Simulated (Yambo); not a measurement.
How GW settings move the gap: Li₂SiS₃

G0W0@LDA for Li₂SiS₃ (space group Cmc2_1, No. 36) in Yambo. Reference settings: 2×2×2 Γ-centred k mesh, bands 5 to 324 and a 7 Ry block in the screening, 324 bands in G with the Bruneval-Gonze terminator, plasmon pole fitted at 27.2 eV. The LDA gap (0, 0, -0.5) → (0, 0, -0.5) on this mesh is 3.09 eV; G0W0 gaps are taken between the same points.

```tsv
change from the reference	G0W0 gap (0, 0, -0.5) → (0, 0, -0.5) (eV)	shift of the valence edge (eV)	rough Yambo cost
reference settings	4.90	-1.11	1
116 bands in W, 116 bands in G	4.94	-0.84	about 1/3
2 Ry block	4.75	-0.67	about 1/2
6 Ry block	4.88	-1.07	within a factor of two
pole fitted at 55 eV	4.92	-1.17	–
no random integration	4.84	-0.89	–
116 bands in G, no terminator	4.92	-0.60	–
no terminator	4.91	-1.01	–
```

The reference isn't shown to be the converged limit. Costs are rough (shared machines), scaled to the same edge states, and given only for runs that recompute the screening. The mesh misses a band edge: along a dense path the LDA gap is 2.88 eV against 3.09 eV on the mesh.

Geometry of the Materials Project entry, not relaxed at this level; primitive cell a = 6.7220 Å, b = 6.7220 Å, c = 5.9639 Å, α = 90.00°, β = 90.00°, γ = 60.22°.

The structure is a Materials Project entry; no match was found in the copy of COD used, and its stability was not checked.

A shift is the quasiparticle energy of the state minus its LDA energy.
